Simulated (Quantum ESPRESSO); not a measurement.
AlZn$_{2}$Se$_{3}$F (made-up cell, one site empty) (calculated)

Calculation on a made-up crystal cell, not a measurement: periodic Kohn-Sham density functional theory in plane waves with PseudoDojo standard norm-conserving scalar-relativistic pseudopotentials, each functional with its own files (v0.5 for PBE, v0.4.1 for LDA and PBEsol), no spin polarisation, no spin-orbit coupling, atoms not relaxed, stress positive in tension, energies less a fixed whole-eV offset for each atom's element; levels are Kohn-Sham levels at fractions of this cell's reciprocal vectors, counted from the reference band (half the neutral cell's valence electrons, rounded up) at Gamma; error bars cover cutoff and k-mesh only, not smearing or the files; each bar is the largest change over components, and at least 0.002 eV, 0.002 eV per angstrom or 0.02 GPa; added strain carries the atoms with the cell, and shear is the tensor component; energies are for the whole cell, and the offsets were chosen from early runs and are not element reference energies. Program: Quantum ESPRESSO 7.5.

Settings shared by all entries: lattice type zincblende/diamond; empty site 4; functional pbe; cutoff 1170 eV; fermi dirac smearing 0.025 eV; scf tolerance 1e-07 eV; electrons removed 0; added strain kind biaxial xx and yy; k mesh 4 x 4 x 4, shifted by half a step.

(1) 
```cif
# cell vector a (Å): 5.2976 -0.0616 0.0753
# cell vector b (Å): -0.0616 5.3293 0.0244
# cell vector c (Å): 0.0753 0.0244 5.3543
data_AlZn2Se3F
_symmetry_space_group_name_H-M 'P 1'
_symmetry_Int_Tables_number 1
_cell_length_a 5.2985
_cell_length_b 5.3297
_cell_length_c 5.3549
_cell_angle_alpha 89.486
_cell_angle_beta 88.383
_cell_angle_gamma 91.325
_cell_volume 151.11
loop_
_atom_site_label
_atom_site_type_symbol
_atom_site_fract_x
_atom_site_fract_y
_atom_site_fract_z
_atom_site_occupancy
Zn1 Zn 0.00993 0.02437 0.99344 1
Al1 Al 0.97284 0.50255 0.50677 1
Zn2 Zn 0.48605 0.02661 0.50502 1
Se1 Se 0.24586 0.26033 0.23737 1
Se2 Se 0.24634 0.76954 0.72341 1
Se3 Se 0.76382 0.28778 0.73723 1
F1 F 0.71875 0.72681 0.25379 1
_calc_added_strain -0.0024
_calc_structure_shown 'before the added strain of -0.0024'
_calc_free_energy_less_offsets 5.243  # eV
_calc_scf_iterations 10
_calc_smearing_term_minus_ts 0  # eV
_calc_pressure 11.31  # GPa
_calc_stress_xx -10.21  # GPa
_calc_stress_yy -11.02  # GPa
_calc_stress_zz -12.72  # GPa
_calc_stress_yz 6.202  # GPa
_calc_stress_xz 5.996  # GPa
_calc_stress_xy -8.702  # GPa
_calc_reference_band 49
_calc_error_bar_energy 0.002957  # eV
_calc_error_bar_stress 0.02  # GPa
_calc_error_bar_force 0.002  # eV/angstrom
_calc_error_bar_next_band_up 0.002  # eV
_calc_error_bars_from 'tighter rerun of a related cell'
```

Atoms:
| atoms element | atom site | atom energy offset (eV) |
| --- | --- | --- |
| Zn | 1 | -5687 |
| Al | 2 | -64 |
| Zn | 3 | -5687 |
| Se | 5 | -3300 |
| Se | 6 | -3300 |
| Se | 7 | -3300 |
| F | 8 | -677 |

Forces:
| site | x (eV/Å) | y (eV/Å) | z (eV/Å) |
| --- | --- | --- | --- |
| 1 | -0.8414 | -0.9855 | -0.4071 |
| 2 | 3.377 | 4.576 | -5.752 |
| 3 | 1.575 | 0.8309 | -1.281 |
| 5 | 0.5825 | 1.931 | -0.1137 |
| 6 | -1.015 | -2.564 | 1.639 |
| 7 | -5.019 | -3.733 | 4.753 |
| 8 | 1.341 | -0.05535 | 1.162 |

Levels:
| level k point | next band up (eV) |
| --- | --- |
| Gamma | 1.322 |
| (1/2,1/2,1/2) | 1.59 |
| (0.15,0,0) | 1.624 |
| (0,0.15,0) | 1.597 |
| (0,0,0.15) | 1.584 |

(2) 
```cif
# cell vector a (Å): 5.2976 -0.0616 0.0753
# cell vector b (Å): -0.0616 5.3293 0.0244
# cell vector c (Å): 0.0753 0.0244 5.3543
data_AlZn2Se3F
_symmetry_space_group_name_H-M 'P 1'
_symmetry_Int_Tables_number 1
_cell_length_a 5.2985
_cell_length_b 5.3297
_cell_length_c 5.3549
_cell_angle_alpha 89.486
_cell_angle_beta 88.383
_cell_angle_gamma 91.325
_cell_volume 151.11
loop_
_atom_site_label
_atom_site_type_symbol
_atom_site_fract_x
_atom_site_fract_y
_atom_site_fract_z
_atom_site_occupancy
Zn1 Zn 0.00993 0.02437 0.99344 1
Al1 Al 0.97284 0.50255 0.50677 1
Zn2 Zn 0.48605 0.02661 0.50502 1
Se1 Se 0.24586 0.26033 0.23737 1
Se2 Se 0.24634 0.76954 0.72341 1
Se3 Se 0.76382 0.28778 0.73723 1
F1 F 0.71875 0.72681 0.25379 1
_calc_added_strain 0.0001
_calc_structure_shown 'before the added strain of 0.0001'
_calc_free_energy_less_offsets 5.193  # eV
_calc_scf_iterations 10
_calc_smearing_term_minus_ts 0  # eV
_calc_pressure 10.86  # GPa
_calc_stress_xx -9.763  # GPa
_calc_stress_yy -10.55  # GPa
_calc_stress_zz -12.26  # GPa
_calc_stress_yz 6.124  # GPa
_calc_stress_xz 5.934  # GPa
_calc_stress_xy -8.54  # GPa
_calc_reference_band 49
_calc_error_bar_energy 0.002957  # eV
_calc_error_bar_stress 0.02  # GPa
_calc_error_bar_force 0.002  # eV/angstrom
_calc_error_bar_next_band_up 0.002  # eV
_calc_error_bars_from 'tighter rerun of a related cell'
```

Atoms:
| atoms element | atom site | atom energy offset (eV) |
| --- | --- | --- |
| Zn | 1 | -5687 |
| Al | 2 | -64 |
| Zn | 3 | -5687 |
| Se | 5 | -3300 |
| Se | 6 | -3300 |
| Se | 7 | -3300 |
| F | 8 | -677 |

Forces:
| site | x (eV/Å) | y (eV/Å) | z (eV/Å) |
| --- | --- | --- | --- |
| 1 | -0.8139 | -0.9623 | -0.41 |
| 2 | 3.354 | 4.522 | -5.674 |
| 3 | 1.537 | 0.8202 | -1.252 |
| 5 | 0.5577 | 1.901 | -0.1074 |
| 6 | -1.017 | -2.525 | 1.603 |
| 7 | -4.961 | -3.703 | 4.678 |
| 8 | 1.342 | -0.05333 | 1.162 |

Levels:
| level k point | next band up (eV) |
| --- | --- |
| Gamma | 1.313 |
| (1/2,1/2,1/2) | 1.584 |
| (0.15,0,0) | 1.617 |
| (0,0.15,0) | 1.589 |
| (0,0,0.15) | 1.578 |

(3) 
```cif
# cell vector a (Å): 5.2976 -0.0616 0.0753
# cell vector b (Å): -0.0616 5.3293 0.0244
# cell vector c (Å): 0.0753 0.0244 5.3543
data_AlZn2Se3F
_symmetry_space_group_name_H-M 'P 1'
_symmetry_Int_Tables_number 1
_cell_length_a 5.2985
_cell_length_b 5.3297
_cell_length_c 5.3549
_cell_angle_alpha 89.486
_cell_angle_beta 88.383
_cell_angle_gamma 91.325
_cell_volume 151.11
loop_
_atom_site_label
_atom_site_type_symbol
_atom_site_fract_x
_atom_site_fract_y
_atom_site_fract_z
_atom_site_occupancy
Zn1 Zn 0.00993 0.02437 0.99344 1
Al1 Al 0.97284 0.50255 0.50677 1
Zn2 Zn 0.48605 0.02661 0.50502 1
Se1 Se 0.24586 0.26033 0.23737 1
Se2 Se 0.24634 0.76954 0.72341 1
Se3 Se 0.76382 0.28778 0.73723 1
F1 F 0.71875 0.72681 0.25379 1
_calc_added_strain 0.0027
_calc_structure_shown 'before the added strain of 0.0027'
_calc_free_energy_less_offsets 5.145  # eV
_calc_scf_iterations 10
_calc_smearing_term_minus_ts 0  # eV
_calc_pressure 10.4  # GPa
_calc_stress_xx -9.306  # GPa
_calc_stress_yy -10.08  # GPa
_calc_stress_zz -11.8  # GPa
_calc_stress_yz 6.05  # GPa
_calc_stress_xz 5.874  # GPa
_calc_stress_xy -8.376  # GPa
_calc_reference_band 49
_calc_error_bar_energy 0.002957  # eV
_calc_error_bar_stress 0.02  # GPa
_calc_error_bar_force 0.002  # eV/angstrom
_calc_error_bar_next_band_up 0.002  # eV
_calc_error_bars_from 'tighter rerun of a related cell'
```

Atoms:
| atoms element | atom site | atom energy offset (eV) |
| --- | --- | --- |
| Zn | 1 | -5687 |
| Al | 2 | -64 |
| Zn | 3 | -5687 |
| Se | 5 | -3300 |
| Se | 6 | -3300 |
| Se | 7 | -3300 |
| F | 8 | -677 |

Forces:
| site | x (eV/Å) | y (eV/Å) | z (eV/Å) |
| --- | --- | --- | --- |
| 1 | -0.7851 | -0.9381 | -0.4128 |
| 2 | 3.334 | 4.469 | -5.594 |
| 3 | 1.5 | 0.8105 | -1.223 |
| 5 | 0.5311 | 1.87 | -0.1018 |
| 6 | -1.022 | -2.486 | 1.567 |
| 7 | -4.901 | -3.674 | 4.603 |
| 8 | 1.344 | -0.05125 | 1.161 |

Levels:
| level k point | next band up (eV) |
| --- | --- |
| Gamma | 1.304 |
| (1/2,1/2,1/2) | 1.578 |
| (0.15,0,0) | 1.609 |
| (0,0.15,0) | 1.582 |
| (0,0,0.15) | 1.572 |

(4) 
```cif
# cell vector a (Å): 5.2976 -0.0616 0.0753
# cell vector b (Å): -0.0616 5.3293 0.0244
# cell vector c (Å): 0.0753 0.0244 5.3543
data_AlZn2Se3F
_symmetry_space_group_name_H-M 'P 1'
_symmetry_Int_Tables_number 1
_cell_length_a 5.2985
_cell_length_b 5.3297
_cell_length_c 5.3549
_cell_angle_alpha 89.486
_cell_angle_beta 88.383
_cell_angle_gamma 91.325
_cell_volume 151.11
loop_
_atom_site_label
_atom_site_type_symbol
_atom_site_fract_x
_atom_site_fract_y
_atom_site_fract_z
_atom_site_occupancy
Zn1 Zn 0.00993 0.02437 0.99344 1
Al1 Al 0.97284 0.50255 0.50677 1
Zn2 Zn 0.48605 0.02661 0.50502 1
Se1 Se 0.24586 0.26033 0.23737 1
Se2 Se 0.24634 0.76954 0.72341 1
Se3 Se 0.76382 0.28778 0.73723 1
F1 F 0.71875 0.72681 0.25379 1
_calc_added_strain 0.0111
_calc_structure_shown 'before the added strain of 0.0111'
_calc_free_energy_less_offsets 5.001  # eV
_calc_scf_iterations 10
_calc_smearing_term_minus_ts 0  # eV
_calc_pressure 8.965  # GPa
_calc_stress_xx -7.894  # GPa
_calc_stress_yy -8.611  # GPa
_calc_stress_zz -10.39  # GPa
_calc_stress_yz 5.808  # GPa
_calc_stress_xz 5.678  # GPa
_calc_stress_xy -7.859  # GPa
_calc_reference_band 49
_calc_error_bar_energy 0.002957  # eV
_calc_error_bar_stress 0.02  # GPa
_calc_error_bar_force 0.002  # eV/angstrom
_calc_error_bar_next_band_up 0.002  # eV
_calc_error_bars_from 'tighter rerun of a related cell'
```

Atoms:
| atoms element | atom site | atom energy offset (eV) |
| --- | --- | --- |
| Zn | 1 | -5687 |
| Al | 2 | -64 |
| Zn | 3 | -5687 |
| Se | 5 | -3300 |
| Se | 6 | -3300 |
| Se | 7 | -3300 |
| F | 8 | -677 |

Forces:
| site | x (eV/Å) | y (eV/Å) | z (eV/Å) |
| --- | --- | --- | --- |
| 1 | -0.6953 | -0.8632 | -0.4223 |
| 2 | 3.263 | 4.295 | -5.339 |
| 3 | 1.381 | 0.7793 | -1.132 |
| 5 | 0.4492 | 1.772 | -0.08436 |
| 6 | -1.035 | -2.362 | 1.455 |
| 7 | -4.71 | -3.576 | 4.363 |
| 8 | 1.348 | -0.0453 | 1.159 |

Levels:
| level k point | next band up (eV) |
| --- | --- |
| Gamma | 1.273 |
| (1/2,1/2,1/2) | 1.558 |
| (0.15,0,0) | 1.581 |
| (0,0.15,0) | 1.556 |
| (0,0,0.15) | 1.551 |

(5) 
```cif
# cell vector a (Å): 5.2976 -0.0616 0.0753
# cell vector b (Å): -0.0616 5.3293 0.0244
# cell vector c (Å): 0.0753 0.0244 5.3543
data_AlZn2Se3F
_symmetry_space_group_name_H-M 'P 1'
_symmetry_Int_Tables_number 1
_cell_length_a 5.2985
_cell_length_b 5.3297
_cell_length_c 5.3549
_cell_angle_alpha 89.486
_cell_angle_beta 88.383
_cell_angle_gamma 91.325
_cell_volume 151.11
loop_
_atom_site_label
_atom_site_type_symbol
_atom_site_fract_x
_atom_site_fract_y
_atom_site_fract_z
_atom_site_occupancy
Zn1 Zn 0.00993 0.02437 0.99344 1
Al1 Al 0.97284 0.50255 0.50677 1
Zn2 Zn 0.48605 0.02661 0.50502 1
Se1 Se 0.24586 0.26033 0.23737 1
Se2 Se 0.24634 0.76954 0.72341 1
Se3 Se 0.76382 0.28778 0.73723 1
F1 F 0.71875 0.72681 0.25379 1
_calc_added_strain 0.0148
_calc_structure_shown 'before the added strain of 0.0148'
_calc_free_energy_less_offsets 4.945  # eV
_calc_scf_iterations 10
_calc_smearing_term_minus_ts 0  # eV
_calc_pressure 8.366  # GPa
_calc_stress_xx -7.302  # GPa
_calc_stress_yy -7.995  # GPa
_calc_stress_zz -9.801  # GPa
_calc_stress_yz 5.705  # GPa
_calc_stress_xz 5.595  # GPa
_calc_stress_xy -7.641  # GPa
_calc_reference_band 49
_calc_error_bar_energy 0.002957  # eV
_calc_error_bar_stress 0.02  # GPa
_calc_error_bar_force 0.002  # eV/angstrom
_calc_error_bar_next_band_up 0.002  # eV
_calc_error_bars_from 'tighter rerun of a related cell'
```

Atoms:
| atoms element | atom site | atom energy offset (eV) |
| --- | --- | --- |
| Zn | 1 | -5687 |
| Al | 2 | -64 |
| Zn | 3 | -5687 |
| Se | 5 | -3300 |
| Se | 6 | -3300 |
| Se | 7 | -3300 |
| F | 8 | -677 |

Forces:
| site | x (eV/Å) | y (eV/Å) | z (eV/Å) |
| --- | --- | --- | --- |
| 1 | -0.6566 | -0.8308 | -0.4256 |
| 2 | 3.232 | 4.221 | -5.231 |
| 3 | 1.331 | 0.7666 | -1.094 |
| 5 | 0.4146 | 1.73 | -0.07734 |
| 6 | -1.042 | -2.31 | 1.408 |
| 7 | -4.629 | -3.533 | 4.262 |
| 8 | 1.35 | -0.04269 | 1.158 |

Levels:
| level k point | next band up (eV) |
| --- | --- |
| Gamma | 1.259 |
| (1/2,1/2,1/2) | 1.549 |
| (0.15,0,0) | 1.568 |
| (0,0.15,0) | 1.543 |
| (0,0,0.15) | 1.541 |

(6) 
```cif
# cell vector a (Å): 5.2976 -0.0616 0.0753
# cell vector b (Å): -0.0616 5.3293 0.0244
# cell vector c (Å): 0.0753 0.0244 5.3543
data_AlZn2Se3F
_symmetry_space_group_name_H-M 'P 1'
_symmetry_Int_Tables_number 1
_cell_length_a 5.2985
_cell_length_b 5.3297
_cell_length_c 5.3549
_cell_angle_alpha 89.486
_cell_angle_beta 88.383
_cell_angle_gamma 91.325
_cell_volume 151.11
loop_
_atom_site_label
_atom_site_type_symbol
_atom_site_fract_x
_atom_site_fract_y
_atom_site_fract_z
_atom_site_occupancy
Zn1 Zn 0.00993 0.02437 0.99344 1
Al1 Al 0.97284 0.50255 0.50677 1
Zn2 Zn 0.48605 0.02661 0.50502 1
Se1 Se 0.24586 0.26033 0.23737 1
Se2 Se 0.24634 0.76954 0.72341 1
Se3 Se 0.76382 0.28778 0.73723 1
F1 F 0.71875 0.72681 0.25379 1
_calc_added_strain 0.0241
_calc_structure_shown 'before the added strain of 0.0241'
_calc_free_energy_less_offsets 4.822  # eV
_calc_scf_iterations 11
_calc_smearing_term_minus_ts 0  # eV
_calc_pressure 6.931  # GPa
_calc_stress_xx -5.875  # GPa
_calc_stress_yy -6.512  # GPa
_calc_stress_zz -8.406  # GPa
_calc_stress_yz 5.449  # GPa
_calc_stress_xz 5.387  # GPa
_calc_stress_xy -7.114  # GPa
_calc_reference_band 49
_calc_error_bar_energy 0.002957  # eV
_calc_error_bar_stress 0.02  # GPa
_calc_error_bar_force 0.002  # eV/angstrom
_calc_error_bar_next_band_up 0.002  # eV
_calc_error_bars_from 'tighter rerun of this cell'
```

Atoms:
| atoms element | atom site | atom energy offset (eV) |
| --- | --- | --- |
| Zn | 1 | -5687 |
| Al | 2 | -64 |
| Zn | 3 | -5687 |
| Se | 5 | -3300 |
| Se | 6 | -3300 |
| Se | 7 | -3300 |
| F | 8 | -677 |

Forces:
| site | x (eV/Å) | y (eV/Å) | z (eV/Å) |
| --- | --- | --- | --- |
| 1 | -0.5614 | -0.7515 | -0.4348 |
| 2 | 3.153 | 4.034 | -4.966 |
| 3 | 1.208 | 0.7348 | -1.005 |
| 5 | 0.3273 | 1.627 | -0.06073 |
| 6 | -1.058 | -2.181 | 1.298 |
| 7 | -4.423 | -3.426 | 4.016 |
| 8 | 1.354 | -0.03653 | 1.154 |

Levels:
| level k point | next band up (eV) |
| --- | --- |
| Gamma | 1.22 |
| (1/2,1/2,1/2) | 1.527 |
| (0.15,0,0) | 1.534 |
| (0,0.15,0) | 1.511 |
| (0,0,0.15) | 1.513 |
